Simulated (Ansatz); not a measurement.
Total density of states per atom from plane-wave PAW PBEsol (Ansatz code), in 0.25 eV bins, energy from the valence-band maximum:

```
E (eV) | states/eV/atom
    -7.85 |  0.00
    -7.60 |  0.00
    -7.35 |  0.00
    -7.10 |  0.00
    -6.85 | ## 0.08
    -6.60 | #### 0.13
    -6.35 | ###### 0.23
    -6.10 | ######### 0.34
    -5.85 | ########### 0.42
    -5.60 | ############ 0.43
    -5.35 | ################# 0.63
    -5.10 | ########## 0.39
    -4.85 | ############### 0.57
    -4.60 | ####################### 0.85
    -4.35 | ###################### 0.83
    -4.10 | ##################### 0.77
    -3.85 | ############## 0.52
    -3.60 | ######### 0.34
    -3.35 | #### 0.14
    -3.10 | ############### 0.56
    -2.85 | ########################## 0.96
    -2.60 | ################### 0.70
    -2.35 | #################### 0.76
    -2.10 | ################## 0.68
    -1.85 | ########################### 1.01
    -1.60 | ############ 0.44
    -1.35 | ########### 0.43
    -1.10 | ######### 0.34
    -0.85 | ############ 0.44
    -0.60 | ############ 0.45
    -0.35 | ##### 0.19
    -0.10 | ## 0.07
     0.15 |  0.00
     0.40 |  0.00
     0.65 |  0.00
     0.90 |  0.00
     1.15 |  0.01
     1.40 | # 0.03
     1.65 | ## 0.06
     1.90 | #### 0.14
     2.15 | ####### 0.27
     2.40 | ############## 0.52
     2.65 | ##################### 0.78
     2.90 | ############# 0.48
     3.15 | ###### 0.23
     3.40 | ###### 0.21
     3.65 | ########### 0.40
     3.90 | ############### 0.56
     4.15 | ############ 0.45
     4.40 | ########## 0.38
     4.65 | ############## 0.52
     4.90 | ################### 0.72
     5.15 | #################### 0.76
     5.40 | ################# 0.62
     5.65 | ####################### 0.86
     5.90 | ############################## 1.12
```

Which compound is it?
A) Hf3N4, I-43d (Hf on 12a, N on 16c)
B) Mg2NF, I4_1/amd (Mg on 8e, N on 4a, F on 4b)
C) YN, zinc blende
D) InGaN2, P3m1 (In on 1a, Ga on 1c, N on 1c, N on 1a)

A, Hf3N4, I-43d (Hf on 12a, N on 16c). Top 1 eV of the valence band: N 2p 84 %, Hf 5d 12 %. Bottom 1 eV of the conduction band: Hf 5d 80 %, N 2p 16 %. Projections are on Löwdin-orthogonalised atomic valence shells; empty p or d shells of many metals are not among them.

The cell was relaxed with PBEsol under the symmetry of its start. No spin polarisation was allowed. Scalar-relativistic: spin–orbit coupling is off unless named, which matters more the heavier the elements.

Potentials: the later of the program's two PAW sets.
